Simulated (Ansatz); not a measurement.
TaSi$_{2}$ in space group P6_222 (No. 180; Si on 6j, Ta on 3d), LDA (plane waves, PAW; program Ansatz), all energies at zero smearing, with the estimated change up to a 700 eV cutoff added, with one set of potentials and settings (totals compare only within such a set). Cell of 9 atoms (6 Si, 3 Ta): -32704.854 eV.

```tsv
element	reference phase	E (eV/atom)
Si	Fd-3m, 2 atoms in the cell	-608.6481
Ta	Im-3m, 1 atoms in the cell	-9682.6136
```

Formation energy per atom, worked out: (-32704.854 − 6×(-608.6481) − 3×(-9682.6136))/9 = -0.569 eV/atom (-55 kJ per mol of atoms), at 0 K, without zero-point energy or fitted corrections.

The cell was relaxed with LDA under the symmetry of its start. The run is not spin-polarised. The references are the lowest solids computed at this level, not always the standard phases. Spin–orbit coupling is left out wherever it is not named.

Potentials: the later of the program's two PAW sets.
